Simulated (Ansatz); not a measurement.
Cs:
```yaml
crystal:
  lattice:
    - [-3.13386, 3.13386, 3.13386]
    - [3.13386, -3.13386, 3.13386]
    - [3.13386, 3.13386, -3.13386]
  atoms:
    - { symbol: Cs, position: [0.00000, 0.00000, 0.00000] }
```

Relaxed with r²SCAN. Special points in fractions of this cell's reciprocal vectors: Γ (0.000, 0.000, 0.000); H (0.500, -0.500, 0.500); N (0.000, 0.000, 0.500); P (0.250, 0.250, 0.250).

List the band energies nearest the Fermi level at these points for r²SCAN in the plane-wave PAW code Ansatz.

In eV from the Fermi level; about four levels below and three above (degenerate sets whole), none deeper than 8.9 eV; points with the same levels are listed once.

```
k  below                     above
-  -----  ------------------------
Γ  -1.72            2.76 2.76 2.76
H      –  0.70 0.70 3.06 3.06 3.06
N      –            0.12 0.73 1.85
P      –            0.99 0.99 0.99
```

Space group Im-3m (bcc (W type)). The r²SCAN relaxation kept the symmetry of its start; phonons on a q-mesh show no instability. Spin–orbit coupling is left out wherever it is not named.

Potentials: the later of the program's two PAW sets.
